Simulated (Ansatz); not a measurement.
Relaxed candidate structures of LiFeF$_{6}$:

A. I4/mmm (No. 139), tI16; a = b = 4.033 Å, c = 12.096 Å, α = β = γ = 90.00°; F 8g (0.000, 0.500, 0.180); F 4c (0.000, 0.500, 0.000); Fe 2b (0.000, 0.000, 0.500); Li 2a (0.000, 0.000, 0.000); ferromagnetic

B. P4/mmm (No. 123), tP8; a = b = 5.1120 Å, c = 4.7278 Å, α = β = γ = 90.00°; F 4k (0.262, 0.262, 0.500); F 2f (0.000, 0.500, 0.000); Fe 1d (0.500, 0.500, 0.500); Li 1b (0.000, 0.000, 0.500); ferromagnetic

C. P4₂nm (No. 102), tP16; a = b = 4.6658 Å, c = 8.4091 Å, α = β = γ = 90.00°; Li 2a (0.000, 0.000, 0.016); Fe 2a (0.000, 0.000, 0.663); F 4c (0.265, 0.265, 0.662); F 4c (0.319, 0.319, 0.315); F 4c (0.310, 0.310, 0.018); ferromagnetic

Q: Rank these by energy per atom (lowest first), as r2SCAN (plane waves to 500 eV, PAW, scalar-relativistic; Ansatz, an electronic-structure program) gives it.

A: C (reference, the lowest of the structures calculated here), B (+0.60 eV/atom), A (+1.13 eV/atom)

Q: Give each candidate's band gap.

A: No gap: A, B. C: 2.10 eV (no spin-orbit coupling).

Each run could gain symmetry but not lose that of its start, so entries can be saddle points. From databases, or of a type measured for this composition: P4₂nm, tP16, ferromagnetic; the others are generated cells (placed on structure types, drawn at random, substituted or restacked) that were not matched to a known phase here. Each structure is listed in the lowest spin state found for it. Energies are at zero temperature and pressure, without zero-point motion. Spin states reached: ferromagnetic; spin orders were not searched systematically. r2SCAN tends to overstate moments in metals. The d or f electrons are treated with no Hubbard U. Gaps of cells over 8 atoms come from the SCF mesh and high-symmetry points alone.
